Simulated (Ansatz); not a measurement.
Input and command of a plane-wave DFT calculation in Ansatz:

```yaml
crystal:
  lattice:
    - [3.956174982, 0.0, 0.0]
    - [0.0, 3.956174982, 0.0]
    - [0.0, 0.0, 3.8320596884]
  atoms:
    - { symbol: Ti, position: [0.0, 0.0, 0.0] }
    - { symbol: Zn, position: [0.0, 0.5, 0.5] }
    - { symbol: Zn, position: [0.5, 0.0, 0.5] }
    - { symbol: Zn, position: [0.5, 0.5, 0.0] }
basis:
  ecutwfc: 500
kpoints:
  mp_grid: { grid: [14, 14, 14] }
hamiltonian:
  xc: r2scan
scf:
  occupations: { method: gaussian, width: 0.1 }
output:
  forces: true
  stress: true
  eigenvalues: true
relax:
  adjacent_minimum: "off"
  f_tol: 0.008
  max_steps: 40
  cell: { stress_tol: 0.015, fix: [a, b, gamma] }
```

```bash
ansatz run input.yaml --threads 1 --pin off --max-ram 2560MiB --backend cpu --events-out ev --progress --plain --runs-dir out
```

Processor: Arm Neoverse N1, 1 thread, on a host shared with other jobs.

Problem. Estimate time, memory and problem size.

Solution. About 14 min on 1 thread of Arm Neoverse N1 (shared host), peak memory 0.86 GiB. It solves 29 bands at 288 k points (the mesh reduced by symmetry) with about 1485 plane waves (on the last cell), in 51 SCF iterations over 7 ionic steps.
